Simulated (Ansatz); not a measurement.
SrAl₅: stable or not

The cell was found from a structure generator's guess, not taken from experiment.

The calculation used Ansatz 0.2.0, DFT PBE, scalar-relativistic, plane waves, PAW. Plane waves to 420 eV, a 12×12×8 mesh through Γ for the 6-atom cell and 0.10 eV Gaussian smearing; no spin polarisation.

Space group P6/mmm (No. 191). a = 5.764 Å, b = 5.764 Å, c = 4.381 Å, α = 90.00°, β = 90.00°, γ = 120.00°
```tsv
atom	site	symmetry	x	y	z
Sr	1a	6/mmm	0.0000	0.0000	0.0000
Al	2c	-6m2	0.3333	0.6667	0.0000
Al	3g	mmm	0.5000	0.0000	0.5000
```

Energies over the elements count from the elements' standard structures at the same level, with no fitted energy shifts.

Task: These tests were run: energy against the elements; phonons at Γ. What do they show?

Result:

| test | result |
| --- | --- |
| energy against the elements | −0.13 eV/atom |
| phonons at Γ | lowest optical mode 93 cm⁻¹ |

It fails none of these tests. Whether a mixture of other phases lies lower isn't tested here. Phonons away from Γ weren't computed.

The run for the phonons used a 12×12×8 k mesh and Fermi–Dirac smearing of 0.15 eV.
